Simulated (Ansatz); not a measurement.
Hf$_{2}$Ga (space group I4/mcm)

```yaml
crystal:
  lattice:
    - [-3.30955, 3.30955, 2.61791]
    - [3.30955, -3.30955, 2.61791]
    - [3.30955, 3.30955, -2.61791]
  atoms:
    - { symbol: Hf, position: [0.15387, 0.65387, 0.80775] }
    - { symbol: Hf, position: [0.84613, 0.34613, 0.19225] }
    - { symbol: Hf, position: [0.65387, 0.84613, 0.50000] }
    - { symbol: Hf, position: [0.34613, 0.15387, 0.50000] }
    - { symbol: Ga, position: [0.75000, 0.75000, 0.00000] }
    - { symbol: Ga, position: [0.25000, 0.25000, 0.00000] }
```

This relaxed cell (volume V₀) is scaled evenly in all directions, its shape held. The atoms relax within the cell's symmetry.

Level of theory: PBEsol (plane waves to 420 eV, PAW, scalar-relativistic; Ansatz, a program for electronic structure). k mesh 11×11×11 (Γ-centred), Fermi-Dirac smearing 0.05 eV. E stands for the smeared free energy. Compression counts positive. Hf2Ga is run without spin polarisation. Hf2Ga was relaxed with its symmetry unable to fall. Spin-orbit coupling is left out, though Hf is heavy. ΔE is measured from the relaxed starting cell.

Task: Predict the ΔE (kJ/mol of atoms) and P (GPa) at V/V₀ = 0.900, 0.925, 0.950, 1.025, 1.050, 1.100.

Result: 
```csv
V/V₀,ΔE (kJ/mol of atoms),P (GPa)
0.900,8.6,16.3
0.925,4.6,11.4
0.950,2.0,7.2
1.025,0.4,-3.0
1.050,1.7,-5.6
1.100,6.2,-10.0
```

(Under strain, the slope of the energy per volume gives the stress and its curvature an elastic modulus.)
